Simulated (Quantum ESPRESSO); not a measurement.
Si₃N₄, space group P6₃/m (No. 176):

```
CELL_PARAMETERS angstrom
      7.60454     0.00000     0.00000
     -3.80227     6.58572     0.00000
      0.00000     0.00000     2.90520
ATOMIC_POSITIONS crystal
  Si 0.23108 0.82495 0.75000
  Si 0.76892 0.17505 0.25000
  Si 0.40613 0.23108 0.25000
  Si 0.59387 0.76892 0.75000
  Si 0.17505 0.40613 0.75000
  Si 0.82495 0.59387 0.25000
  N  0.33333 0.66667 0.75000
  N  0.66667 0.33333 0.25000
  N  0.96919 0.66985 0.75000
  N  0.03081 0.33015 0.25000
  N  0.29934 0.96919 0.25000
  N  0.70066 0.03081 0.75000
  N  0.33015 0.29934 0.75000
  N  0.66985 0.70066 0.25000
```
The cell comes from the Materials Project (a computed structure). It is Si3N4 in P6₃/m. Stability against distortions was not tested.

```tsv
site	Wyckoff letter	site symmetry
Si	h	m
N1	d	-6
N2	h	m
```

Cores are frozen. Against all-electron runs on small test molecules, this scheme's |Vzz| missed by −6 % on Si, under 1 % on N.

Where does symmetry force the field gradient to vanish or to be axial, and what does PBE PAW (JTH datasets; density from pw.x of a modified build of Quantum ESPRESSO, gradients reconstructed from it by a script) give?


| site | by symmetry | Vzz (a.u.) | η_Q |
|---|---|---|---|
| Si | η is free | 0.093 | 0.30 |
| N1 | axial, η = 0 (an axis of order 3 or more) | -0.485 | 0.00 |
| N2 | η is free | -0.489 | 0.08 |
